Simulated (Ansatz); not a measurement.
## Data sheet: C (DFT)

C:
```yaml
crystal:
  lattice:
    - [4.45688, 0.00000, 0.00000]
    - [-2.22844, 3.85977, 0.00000]
    - [0.00000, 0.00000, 2.52993]
  atoms:
    - { symbol: C, position: [0.44789, 0.89579, 0.25000] }
    - { symbol: C, position: [0.10421, 0.55211, 0.25000] }
    - { symbol: C, position: [0.44789, 0.55211, 0.25000] }
    - { symbol: C, position: [0.55211, 0.10421, 0.75000] }
    - { symbol: C, position: [0.89579, 0.44789, 0.75000] }
    - { symbol: C, position: [0.55211, 0.44789, 0.75000] }
```

Space group P6_3/mmc (No. 194); conventional cell a = b = 4.457 Å, c = 2.530 Å, α = β = 90.00°, γ = 120.00°.

Method: PBE (plane waves, PAW; program Ansatz). Structure relaxed to zero pressure with the same functional. Other levels are named where they apply.

### Cell and energy

Volume per atom: 7.25 Å³
Density: 2.75 g/cm³

### Electronic structure

- Band gap: 2.27 eV (direct)
- Valence-band maximum: at Γ
- Conduction-band minimum: at Γ
- Electron effective mass: 0.14, 0.14, 1.2 mₑ (principal values)
- Hole effective mass, band 1 of 2 at the edge: 0.51 along x, 0.91 along z (mₑ)
- Hole effective mass, band 2 of 2 at the edge: 0.12 along x, 0.91 along z (mₑ)

### Mechanics

Bulk modulus (Birch–Murnaghan fit): 315 GPa
Pressure derivative B′: 3.6

The start of the workflow was typed in or built on a structure type. Its sites differ from those of the usual phase in this space group: another stacking or structure type. Symmetry was held in the PBE relaxation; its stability against distortions is not shown here.

Potentials: the earlier of the program's two PAW sets.
